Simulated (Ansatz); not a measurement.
An Ansatz (an electronic-structure program) run. Input:

Ansatz 0.2 input:
```yaml
crystal:
  lattice:
    - [0.0, 5.301244051, 5.301244051]
    - [5.301244051, 0.0, 5.301244051]
    - [5.301244051, 5.301244051, 0.0]
  atoms:
    - { symbol: Rb, position: [0.75, 0.75, 0.75] }
    - { symbol: Rb, position: [0.25, 0.25, 0.25] }
    - { symbol: Li, position: [0.5, 0.5, 0.5] }
    - { symbol: Y, position: [0.0, 0.0, 0.0] }
    - { symbol: Br, position: [0.7440357702, 0.2559642298, 0.2559642298] }
    - { symbol: Br, position: [0.2559642298, 0.7440357702, 0.7440357702] }
    - { symbol: Br, position: [0.2559642298, 0.7440357702, 0.2559642298] }
    - { symbol: Br, position: [0.7440357702, 0.2559642298, 0.7440357702] }
    - { symbol: Br, position: [0.2559642298, 0.2559642298, 0.7440357702] }
    - { symbol: Br, position: [0.7440357702, 0.7440357702, 0.2559642298] }
kpoints:
  mp_grid: { grid: [5, 5, 5] }
hamiltonian:
  xc: lda
  pseudopotentials: { kind: paw }
scf:
  occupations: { method: fixed }
elastic: { mode: relaxed_ion, stencil: two_point, amplitude: 0.005, f_tol: 0.0005 }
```

Output (shortened):

```
Pseudopotentials: kind: paw
Pseudopotential: Rb, paw, valence charge 9
Pseudopotential: Li, paw, valence charge 3
Pseudopotential: Y, paw, valence charge 11
Pseudopotential: Br, paw, valence charge 7
Functional definition: SPW92
Crystal: 10 atoms, lattice volume = 297.964 Å³
Basis set: ecut = 420 eV, 5817 PW (Γ)
Bands: 47, of which v1, the nominal top of the filled ones, is band 37 counted from 1 (36 counted from 0)
Symmetry: 48 space group operations
Space group: Fm-3m (ITA 225), of the structure as read, at distance tolerance 6.7e-5 Å
k-points: 10 of 125
PAW frozen core: Rb, regenerated for the run's functional, and the local potential with it
PAW frozen core: Y, regenerated for the run's functional, and the local potential with it
PAW frozen core: Br, regenerated for the run's functional, and the local potential with it
Initial wavefunctions: pseudopotential atomic-orbital guess
Eigensolver: davidson
Functional: x = slater, c = lda
all-band conjugate gradients solve this SCF's bands
SCF 1 converged in 11 iterations: F = -26469.835419 eV  dr2 = 1.19e-14
Crystal: 10 atoms, lattice volume = 296.474 Å³
Basis set: ecut = 420 eV, 5801 PW (Γ)
Symmetry: 16 space group operations
k-points: 18 of 125
Initial density: handed on by an earlier stage of this run
Initial wavefunctions: pseudopotential atomic-orbital guess (no wavefunctions were taken with the density)
SCF 2 converged in 11 iterations: F = -26469.833892 eV  dr2 = 5.82e-15
relax step   1: F+E_penalty+E_count = -26469.83389150 eV  Δ(F+E_penalty+E_count) = +0.000e0 eV  max|allowed force component| = 6.233e-2 eV/Å  Δτ_max = 0.0000 Å  (11 SCF iters, accepted)
density extrapolation: transplant  |δρ|_rms = 1.692e-2 e/Å³  SAD shift = 3.314e-3 e/Å³
Crystal: 10 atoms, lattice volume = 296.474 Å³
Initial wavefunctions: those handed on with the density
SCF 3 converged in 9 iterations: F = -26469.833904 eV  dr2 = 8.21e-14
relax step   2: F+E_penalty+E_count = -26469.83390414 eV  Δ(F+E_penalty+E_count) = -1.264e-5 eV  max|allowed force component| = 5.784e-2 eV/Å  Δτ_max = 0.0139 Å  (9 SCF iters, accepted)
density extrapolation: transplant  |δρ|_rms = 1.691e-2 e/Å³  SAD shift = 1.591e-3 e/Å³
Crystal: 10 atoms, lattice volume = 296.474 Å³
SCF 4 converged in 9 iterations: F = -26469.834357 eV  dr2 = 1.40e-14
relax step   3: F+E_penalty+E_count = -26469.83435744 eV  Δ(F+E_penalty+E_count) = -4.533e-4 eV  max|allowed force component| = 1.274e-3 eV/Å  Δτ_max = 0.0063 Å  (9 SCF iters, accepted)
density extrapolation: transplant  |δρ|_rms = 1.692e-2 e/Å³  SAD shift = 4.448e-5 e/Å³
Crystal: 10 atoms, lattice volume = 296.474 Å³
SCF 5 converged in 7 iterations: F = -26469.834358 eV  dr2 = 7.45e-15
relax step   4: F+E_penalty+E_count = -26469.83435777 eV  Δ(F+E_penalty+E_count) = -3.378e-7 eV  max|allowed force component| = 2.023e-5 eV/Å  Δτ_max = 0.0001 Å  (7 SCF iters, accepted)
Crystal: 10 atoms, lattice volume = 296.474 Å³
SCF 6 converged in 2 iterations: F = -26469.834358 eV  dr2 = 2.91e-15
Crystal: 10 atoms, lattice volume = 299.454 Å³
Basis set: ecut = 420 eV, 5881 PW (Γ)
SCF 7 converged in 11 iterations: F = -26469.833923 eV  dr2 = 4.13e-14
relax step   1: F+E_penalty+E_count = -26469.83392269 eV  Δ(F+E_penalty+E_count) = +0.000e0 eV  max|allowed force component| = 5.922e-2 eV/Å  Δτ_max = 0.0000 Å  (11 SCF iters, accepted)
density extrapolation: transplant  |δρ|_rms = 1.682e-2 e/Å³  SAD shift = 1.696e-3 e/Å³
Crystal: 10 atoms, lattice volume = 299.454 Å³
SCF 8 converged in 9 iterations: F = -26469.834380 eV  dr2 = 1.86e-14
relax step   2: F+E_penalty+E_count = -26469.83437992 eV  Δ(F+E_penalty+E_count) = -4.572e-4 eV  max|allowed force component| = 5.603e-3 eV/Å  Δτ_max = 0.0071 Å  (9 SCF iters, accepted)
density extrapolation: transplant  |δρ|_rms = 1.682e-2 e/Å³  SAD shift = 1.785e-4 e/Å³
Crystal: 10 atoms, lattice volume = 299.454 Å³
SCF 9 converged in 8 iterations: F = -26469.834384 eV  dr2 = 4.95e-15
relax step   3: F+E_penalty+E_count = -26469.83438402 eV  Δ(F+E_penalty+E_count) = -4.102e-6 eV  max|allowed force component| = 5.645e-5 eV/Å  Δτ_max = 0.0007 Å  (8 SCF iters, accepted)
Crystal: 10 atoms, lattice volume = 299.454 Å³
SCF 10 converged in 2 iterations: F = -26469.834384 eV  dr2 = 2.21e-15
Crystal: 10 atoms, lattice volume = 297.962 Å³
Basis set: ecut = 420 eV, 5833 PW (Γ)
Symmetry: 8 space group operations
k-points: 27 of 125
SCF 11 converged in 11 iterations: F = -26469.835140 eV  dr2 = 2.11e-15
relax step   1: F+E_penalty+E_count = -26469.83513964 eV  Δ(F+E_penalty+E_count) = +0.000e0 eV  max|allowed force component| = 2.317e-3 eV/Å  Δτ_max = 0.0000 Å  (11 SCF iters, accepted)
density extrapolation: transplant  |δρ|_rms = 1.687e-2 e/Å³  SAD shift = 1.285e-3 e/Å³
Crystal: 10 atoms, lattice volume = 297.962 Å³
SCF 12 converged in 9 iterations: F = -26469.835140 eV  dr2 = 3.89e-15
relax step   2: F+E_penalty+E_count = -26469.83514013 eV  Δ(F+E_penalty+E_count) = -4.918e-7 eV  max|allowed force component| = 3.537e-3 eV/Å  Δτ_max = 0.0028 Å  (9 SCF iters, accepted)
density extrapolation: transplant  |δρ|_rms = 1.687e-2 e/Å³  SAD shift = 5.861e-4 e/Å³
Crystal: 10 atoms, lattice volume = 297.962 Å³
SCF 13 converged in 8 iterations: F = -26469.835150 eV  dr2 = 4.95e-14
relax step   3: F+E_penalty+E_count = -26469.83514989 eV  Δ(F+E_penalty+E_count) = -9.763e-6 eV  max|allowed force component| = 1.321e-3 eV/Å  Δτ_max = 0.0014 Å  (8 SCF iters, accepted)
density extrapolation: transplant  |δρ|_rms = 1.687e-2 e/Å³  SAD shift = 8.070e-5 e/Å³
Crystal: 10 atoms, lattice volume = 297.962 Å³
SCF 14 converged in 7 iterations: F = -26469.835151 eV  dr2 = 1.01e-14
relax step   4: F+E_penalty+E_count = -26469.83515064 eV  Δ(F+E_penalty+E_count) = -7.486e-7 eV  max|allowed force component| = 1.233e-3 eV/Å  Δτ_max = 0.0002 Å  (7 SCF iters, accepted)
density extrapolation: transplant  |δρ|_rms = 1.687e-2 e/Å³  SAD shift = 8.049e-4 e/Å³
Crystal: 10 atoms, lattice volume = 297.962 Å³
SCF 15 converged in 8 iterations: F = -26469.835154 eV  dr2 = 8.41e-14
relax step   5: F+E_penalty+E_count = -26469.83515436 eV  Δ(F+E_penalty+E_count) = -3.718e-6 eV  max|allowed force component| = 2.367e-4 eV/Å  Δτ_max = 0.0024 Å  (8 SCF iters, accepted)
Crystal: 10 atoms, lattice volume = 297.962 Å³
SCF 16 converged in 2 iterations: F = -26469.835154 eV  dr2 = 3.40e-14
Crystal: 10 atoms, lattice volume = 297.962 Å³
SCF 17 converged in 10 iterations: F = -26469.835140 eV  dr2 = 7.37e-14
relax step   1: F+E_penalty+E_count = -26469.83513978 eV  Δ(F+E_penalty+E_count) = +0.000e0 eV  max|allowed force component| = 2.325e-3 eV/Å  Δτ_max = 0.0000 Å  (10 SCF iters, accepted)
density extrapolation: transplant  |δρ|_rms = 1.687e-2 e/Å³  SAD shift = 1.576e-3 e/Å³
Crystal: 10 atoms, lattice volume = 297.962 Å³
SCF 18 converged in 9 iterations: F = -26469.835154 eV  dr2 = 5.76e-15
relax step   2: F+E_penalty+E_count = -26469.83515445 eV  Δ(F+E_penalty+E_count) = -1.468e-5 eV  max|allowed force component| = 6.866e-4 eV/Å  Δτ_max = 0.0046 Å  (9 SCF iters, accepted)
density extrapolation: transplant  |δρ|_rms = 1.687e-2 e/Å³  SAD shift = 1.167e-4 e/Å³
Crystal: 10 atoms, lattice volume = 297.962 Å³
SCF 19 converged in 7 iterations: F = -26469.835154 eV  dr2 = 7.47e-14
relax step   3: F+E_penalty+E_count = -26469.83515431 eV  Δ(F+E_penalty+E_count) = +1.426e-7 eV  max|allowed force component| = 1.165e-3 eV/Å  Δτ_max = 0.0002 Å  (7 SCF iters, rejected (line search))
density extrapolation: transplant  |δρ|_rms = 1.687e-2 e/Å³  SAD shift = 7.177e-5 e/Å³
Crystal: 10 atoms, lattice volume = 297.962 Å³
SCF 20 converged in 7 iterations: F = -26469.835155 eV  dr2 = 2.78e-14
relax step   4: F+E_penalty+E_count = -26469.83515465 eV  Δ(F+E_penalty+E_count) = -1.986e-7 eV  max|allowed force component| = 1.448e-4 eV/Å  Δτ_max = 0.0001 Å  (7 SCF iters, accepted)
Crystal: 10 atoms, lattice volume = 297.962 Å³
SCF 21 converged in 2 iterations: F = -26469.835155 eV  dr2 = 1.03e-14
SCF converged after 11 iterations
Free energy (F): -26469.835419 eV
Harris-Foulkes:  -26469.835419 eV  (|F-HF|=1.09e-11)
Internal energy: -26469.835419 eV  (E = F + TS)
E sigma→0 (E₀):  -26469.835419 eV
Fermi energy:    3.068713 eV
--- Per-component energies (eV) ---
  E_band       = -493.399111
  E_kinetic    = 1523.276217
  E_local      = -3278.275677  (includes V_loc(G=0)·N_el)
  E_nonlocal   = 806.724449
  E_hartree    = 898.470522
  E_xc         = -2013.654451
  E_vxc        = -1121.586474  (∫ρ·V_xc dr)
  E_paw        = -20754.060849  (= ΣΔE_a)
  E_vpaw       = -220.478663  (= ΣTr[D̂ρ^β])
  E_aug_tail   = -0.000004  (compensation charges beyond the density's cutoff)
  E_ewald      = -3654.426798
  E_core_change = 2.111172  (= ΣΔE_core)
  E_smearing   =  0.000000  (= −TS)
  E_closure    = 0.000000  (closes the sum)
  Σ components = -26469.835419   (vs F -26469.835419, Δ=0.00e0)
--- Forces (eV/Å), atoms counted from 1 ---
  atom   1  Rb     0.00000000     0.00000000     0.00000000
  atom   2  Rb     0.00000000     0.00000000     0.00000000
  atom   3  Li     0.00000000     0.00000000     0.00000000
  atom   4  Y      0.00000000     0.00000000     0.00000000
  atom   5  Br    -0.00017426     0.00000000     0.00000000
  atom   6  Br     0.00017426     0.00000000     0.00000000
  atom   7  Br     0.00000000    -0.00017426     0.00000000
  atom   8  Br     0.00000000     0.00017426     0.00000000
  atom   9  Br     0.00000000     0.00000000    -0.00017426
  atom  10  Br     0.00000000     0.00000000     0.00017426
  max |Σ_I F_I| component: 1.69e-17 eV/Å
--- Stress (GPa, compression-positive) ---
       -0.001245       0.000000       0.000000
        0.000000      -0.001245       0.000000
        0.000000       0.000000      -0.001245
  P = ⅓ Tr σ = -0.0012 GPa (-0.012 kbar)
  The stress holds the Pulay correction. Without it, at fixed plane waves, as pw.x and ABINIT print it: P = -0.0196 GPa
  The stress includes an estimate of the error left by incomplete SCF convergence (largest component  0.0000 GPa; it does not cover the PAW one-centre terms).
--- Band table (eV; the first three rows and the last of 10) ---
  k-point 0: bands = ["-40.3060", "-38.0050", "-21.9597", "-21.9570", "-18.1571", "-18.1571", "-18.1571", "-10.6540", "-10.0896", "-10.0896", "-10.0896", "-10.0512", "-10.0512", "-6.1041", "-6.1041", "-6.1041", "-6.0618", "-6.0618", "-6.0618", "-0.7151", …
  k-point 1: bands = ["-40.3060", "-38.0050", "-21.9594", "-21.9572", "-18.1572", "-18.1570", "-18.1570", "-10.6089", "-10.1522", "-10.1404", "-10.1404", "-10.0016", "-10.0016", "-6.0950", "-6.0950", "-6.0808", "-6.0606", "-6.0606", "-6.0491", "-0.5613", …
  k-point 2: bands = ["-40.3060", "-38.0050", "-21.9587", "-21.9579", "-18.1574", "-18.1570", "-18.1570", "-10.4867", "-10.3023", "-10.1814", "-10.1814", "-9.9624", "-9.9624", "-6.0760", "-6.0760", "-6.0627", "-6.0627", "-6.0411", "-6.0306", "-0.2405", …
  k-point 9: bands = ["-40.3060", "-38.0050", "-21.9585", "-21.9580", "-18.1572", "-18.1572", "-18.1571", "-10.4463", "-10.3455", "-10.1570", "-10.1065", "-10.0628", "-9.9805", "-6.0621", "-6.0546", "-6.0493", "-6.0482", "-6.0436", "-6.0347", "-0.0711", …
  band table: 47 of 47 bands, residual norms ≤ 1.0e-3 eV
--- Elastic constants: 2 strain directions × 2 members + reference (group order 48) ---
  dense FFT box of the reference and of every strained cell: 54×54×54
  strains applied: 11, 23; error gains: componentwise 1.00 (the most a stress slope's error grows in a printed constant), spectral 1.73 (1 for all six strains …
  C = ∂σ_k/∂η_j (tension-positive GPa; Voigt order 11 22 33 23 13 12):
        45.371     15.543     15.543      0.000      0.000      0.000
        15.543     45.371     15.543      0.000      0.000      0.000
        15.543     15.543     45.371      0.000      0.000      0.000
         0.000      0.000      0.000     11.647      0.000      0.000
         0.000      0.000      0.000      0.000     11.647      0.000
         0.000      0.000      0.000      0.000      0.000     11.647
  reference stress σ⁰ (GPa):      0.001      0.001      0.001      0.000      0.000      0.000
  moduli (Voigt/Reuss/Hill, GPa): K = 25.49/25.49/25.49   G = 12.95/12.77/12.86   E = 33.02   ν = 0.284
  mechanically stable: yes (min eigenvalue of sym C = 11.65 GPa)
  strain η (Voigt 11):  stress-route row diagonal C_11 = 45.37 GPa, energy-path curvature d²(F+E_count+ΔE)/dδ²/Ω₀ = 45.36 GPa
         δ    σ_11 (GPa)             F (eV)   n_scf  n_hpsi   n_pw
    -5.000e-3      -0.2330      -26469.8343578       2    6802   5821   relax 4 steps, max|allowed force component| 2.02e-5 eV/Å
     5.000e-3       0.2207      -26469.8343840       2    6821   5881   relax 3 steps, max|allowed force component| 5.64e-5 eV/Å
  strain η (Voigt 23):  stress-route row diagonal C_44 = 11.65 GPa, energy-path curvature d²(F+E_count+ΔE)/dδ²/Ω₀ = 11.65 GPa
         δ    σ_23 (GPa)             F (eV)   n_scf  n_hpsi   n_pw
    -5.000e-3      -0.0582      -26469.8351544       2   10273   5850   relax 5 steps, max|allowed force component| 2.37e-4 eV/Å
     5.000e-3       0.0582      -26469.8351547       2   10250   5850   relax 4 steps, max|allowed force component| 1.45e-4 eV/Å
```

Cost: around 5 core-minutes (rough) on shared cores.

The first step of the workflow began from a Materials Project structure, measured or hypothetical; the Crystallography Open Database copy checked does not list it. Whether it is the stable phase at ambient conditions was not checked. The LDA relaxation kept the symmetry of its start; phonons on a q-mesh show weakly imaginary modes. No spin polarisation was allowed. Scalar-relativistic: spin–orbit coupling is off unless named, which matters more the heavier the elements.

Potentials: the later of the program's two PAW sets.

Ansatz is a plane-wave DFT program.
